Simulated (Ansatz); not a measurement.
Computed with DFT r2SCAN, scalar-relativistic, plane waves, PAW (Ansatz 0.2.0).

Structure of Ti8C5:

```
Ti C
1.0
     3.06049    1.76697    4.95048
    -3.06049    1.76697    4.95048
     0.00000   -3.53394    4.95048
Ti C
8 5
Cartesian
  -1.5728 0.9081 6.2528
  0.0000 -1.8161 6.2528
  1.5728 0.9081 6.2528
  -1.5728 -0.9081 8.5986
  1.5728 -0.9081 8.5986
  0.0000 1.8161 8.5986
  0.0000 0.0000 3.6267
  0.0000 0.0000 11.2247
  0.0000 -1.7670 2.4752
  1.5302 0.8835 2.4752
  -1.5302 0.8835 2.4752
  0.0000 0.0000 7.4257
  0.0000 0.0000 0.0000
```

Cutoff 500 eV; k points 6×6×6 on the computed 13-atom cell (Γ-centred); Gaussian smearing, width 0.10 eV; no spin polarisation.

Levels along Γ–T–H2 | H0–L–Γ–S0 | S2–F–Γ, in eV from the Fermi level, sorted by energy at each point. Points in fractions of the primitive reciprocal vectors: Γ (0.000 0.000 0.000), T (0.500 0.500 0.500), H2 (0.748 0.252 0.500), H0 (0.500 -0.252 0.252), L (0.500 0.000 0.000), S0 (0.376 -0.376 0.000), S2 (0.624 0.000 0.376), F (0.500 0.000 0.500).
```
point k (1/Å, with 2π) band 55  band 56  band 57  band 58  band 59  band 60  band 61
    Γ             0.000    -1.11    -1.11    -0.82    -0.82     0.82     0.82     1.00
    -             0.127    -1.15    -1.15    -0.80    -0.80     0.84     0.84     0.95
    -             0.254    -1.13    -1.03    -0.76    -0.76     0.79     0.92     0.92
    -             0.381    -1.04    -0.87    -0.75    -0.75     0.57     0.97     0.97
    -             0.508    -0.95    -0.85    -0.74    -0.74     0.36     0.94     0.94
    T             0.635    -0.91    -0.91    -0.74    -0.74     0.27     0.91     0.91
    -             0.737    -0.91    -0.81    -0.71    -0.68     0.27     0.82     0.92
    -             0.839    -0.90    -0.68    -0.62    -0.50     0.27     0.59     0.95
    -             0.941    -0.90    -0.52    -0.49    -0.29     0.26     0.31     0.91
    -             1.043    -0.92    -0.34    -0.34    -0.12     0.04     0.23     0.64
   H2             1.145    -0.92    -0.19    -0.18    -0.18    -0.04     0.25     0.44
   H0             1.145    -0.92    -0.19    -0.18    -0.18    -0.04     0.25     0.44
    -             1.248    -0.85    -0.29    -0.19    -0.09    -0.04     0.37     0.43
    -             1.351    -0.85    -0.28    -0.23    -0.10    -0.07     0.47     0.69
    -             1.454    -0.91    -0.38    -0.21    -0.16     0.03     0.64     0.86
    -             1.558    -0.95    -0.44    -0.22    -0.20     0.17     0.79     0.84
    L             1.661    -0.97    -0.47    -0.23    -0.22     0.22     0.82     0.87
    -             1.787    -0.98    -0.53    -0.42    -0.15     0.23     0.90     0.92
    -             1.913    -1.05    -0.64    -0.59    -0.38     0.41     0.95     1.01
    -             2.039    -1.15    -0.73    -0.71    -0.67     0.63     0.91     1.05
    -             2.164    -1.16    -0.96    -0.79    -0.79     0.77     0.84     1.02
    Γ             2.290    -1.11    -1.11    -0.82    -0.82     0.82     0.82     1.00
    -             2.445    -1.01    -0.99    -0.77    -0.77     0.73     0.86     1.04
    -             2.599    -0.90    -0.75    -0.69    -0.57     0.53     0.92     1.11
    -             2.753    -0.80    -0.79    -0.37    -0.33     0.33     0.80     0.85
    -             2.908    -0.90    -0.51    -0.20    -0.14     0.24     0.40     0.62
   S0             3.062    -0.96    -0.36    -0.21    -0.17     0.05     0.34     0.59
   S2             3.062    -0.96    -0.36    -0.21    -0.17     0.05     0.34     0.59
    -             3.113    -0.95    -0.39    -0.31    -0.17     0.11     0.30     0.67
    -             3.164    -0.92    -0.42    -0.39    -0.22     0.17     0.31     0.67
    -             3.215    -0.87    -0.46    -0.45    -0.27     0.24     0.34     0.60
    -             3.266    -0.82    -0.49    -0.48    -0.31     0.31     0.37     0.53
    F             3.317    -0.80    -0.51    -0.49    -0.33     0.34     0.38     0.49
    -             3.462    -0.84    -0.81    -0.41    -0.12     0.20     0.37     0.74
    -             3.608    -1.04    -0.80    -0.62    -0.16     0.25     0.63     1.08
    -             3.754    -0.95    -0.82    -0.79    -0.56     0.57     0.98     1.05
    -             3.899    -1.15    -0.92    -0.80    -0.79     0.76     0.86     1.01
    Γ             4.045    -1.11    -1.11    -0.82    -0.82     0.82     0.82     1.00
```

Cost: 1 run of about 6.9 core-minutes, on AMD EPYC (Zen 3) (shared hosts).